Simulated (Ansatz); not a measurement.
## Elastic constants of Rh at 35 GPa (stress–strain coefficients): input and output

These are results of Ansatz, DFT LDA, scalar-relativistic, plane waves, PAW, not measurements.

Launched with:
```bash
ansatz run input.yaml --threads 1 --pin off --max-ram 3072MiB --backend cpu --events-out ev --progress --plain --runs-dir out
```

Input (bare energies are in eV):
```yaml
crystal:
  lattice:
    - [2.5908532347, 0.0, 0.0]
    - [-1.2954266174, 2.2437447187, 0.0]
    - [0.0, 0.0, 4.1862518594]
  atoms:
    - { symbol: Rh, position: [0.6666666667, 0.3333333333, 0.75] }
    - { symbol: Rh, position: [0.3333333333, 0.6666666667, 0.25] }
basis:
  ecutwfc: 420
kpoints:
  mp_grid: { grid: [18, 18, 10] }
hamiltonian:
  xc: lda
scf:
  occupations: { method: fermi_dirac, width: 0.15 }
output:
  forces: true
  stress: true
  eigenvalues: true
elastic:
  mode: relaxed_ion
  amplitude: 0.005
```

From the output:
```
--- Elastic constants: 3 strain directions × 4 members + reference (group order 24) ---
  dense FFT box of the reference and of every strained cell: 18×18×30
  strains applied: 11, 33, 23; error gains: componentwise 1.00 (the most a stress slope's error grows in a printed constant), spectral 1.41 (1 for all six strains in a standard setting)
  C = ∂σ_k/∂η_j (tension-positive GPa; Voigt order 11 22 33 23 13 12):
       754.586    327.279    335.112      0.000     -0.000     -0.000
       327.279    754.586    335.112      0.000     -0.000      0.000
       335.149    335.149    779.825      0.000     -0.000     -0.000
        -0.000      0.000     -0.000    121.906      0.000     -0.000
        -0.000      0.000      0.000     -0.000    121.906     -0.000
         0.000      0.000      0.000      0.000     -0.000    213.653
  reference stress σ⁰ (GPa):    -34.987    -34.987    -34.998     -0.000     -0.000     -0.000
  C* (energy form; C + prestress term) asymmetry max|C*_kj − C*_jk| = 2.669e-2 GPa — a small one proves nothing (zero by symmetry where the batch's group is 432, −43m or m−3m); a large one is finite-difference/SCF noise where every solve ...
  moduli (Voigt/Reuss/Hill, GPa): K = 476.01/475.82/475.92   G = 177.59/164.58/171.08   E = 458.33   ν = 0.339
  mechanically stable: yes (min eigenvalue of sym C = 121.91 GPa)
  harmonic check of the ions' relaxations: strain 23: 1 pair too noisy to judge
  the stresses are not corrected for the forces that the relaxations left standing (`elastic.f_tol`)
  strain η (Voigt 11):  stress-route row diagonal C_11 = 754.59 GPa, energy-path curvature d²(F+E_count+ΔE)/dδ²/Ω₀ = 754.59 GPa
    cells at ±δ against ±2δ: C11 754.78 and 755.34 GPa, apart by 0.08 % of the column's largest entry
         δ    σ_11 (GPa) F (eV) n_scf n_hpsi n_pw
    -1.000e-2     -42.9141      -12557.0404164       6  142563    494   relax 3 steps, max|allowed force component| 4.65e-6 eV/Å
    -5.000e-3     -38.8543      -12557.0714531       6  143006    494   relax 3 steps, max|allowed force component| 2.06e-7 eV/Å
     5.000e-3     -31.3066      -12557.1246381       6  142546    494   relax 3 steps, max|allowed force component| 1.30e-7 eV/Å
     1.000e-2     -27.8072      -12557.1470739       6  144404    498   relax 2 steps, max|allowed force component| 3.20e-6 eV/Å
  strain η (Voigt 33):  stress-route row diagonal C_33 = 779.83 GPa, energy-path curvature d²(F+E_count+ΔE)/dδ²/Ω₀ = 779.90 GPa
    cells at ±δ against ±2δ: C33 780.02 and 780.59 GPa, apart by 0.07 % of the column's largest entry
         δ    σ_33 (GPa) F (eV) n_scf n_hpsi n_pw
    -1.000e-2     -43.1087      -12557.0402416       8   91150    494   relax 0 steps, max|allowed force component| 4.63e-17 eV/Å
    -5.000e-3     -38.9741      -12557.0714006       4   70548    494   relax 0 steps, max|allowed force component| 4.86e-17 eV/Å
     5.000e-3     -31.1740      -12557.1245947       4   70164    494   relax 0 steps, max|allowed force component| 5.78e-17 eV/Å
     1.000e-2     -27.4970      -12557.1468632       7   84883    500   relax 0 steps, max|allowed force component| 4.39e-17 eV/Å
  strain η (Voigt 23):  stress-route row diagonal C_44 = 121.91 GPa, energy-path curvature d²(F+E_count+ΔE)/dδ²/Ω₀ = 139.37 GPa
    cells at ±δ against ±2δ: C44 121.89 and 121.85 GPa, apart by 0.04 % of the column's largest entry
         δ    σ_23 (GPa) F (eV) n_scf n_hpsi n_pw
    -1.000e-2      -1.2185      -12557.0984163       6  226535    494   relax 3 steps, max|allowed force component| 1.13e-5 eV/Å
    -5.000e-3      -0.6095      -12557.0992104       6  225927    494   relax 2 steps, max|allowed force component| 1.06e-5 eV/Å
     5.000e-3       0.6095      -12557.0992104       6  225959    494   relax 2 steps, max|allowed force component| 1.01e-5 eV/Å
     1.000e-2       1.2185      -12557.0984163       6  226457    494   relax 3 steps, max|allowed force component| 1.13e-5 eV/Å
```

The run took 3.9 min on 1 thread of Intel(R) Xeon(R) 6975P-C (Granite Rapids), with other jobs on the host, peak memory 0.71 GiB.

In a metal, frequencies and elastic constants depend on the k mesh and the smearing, soft modes and shear constants most. Other phases may be more stable at this pressure.

This form isn't the element's structure at ambient conditions.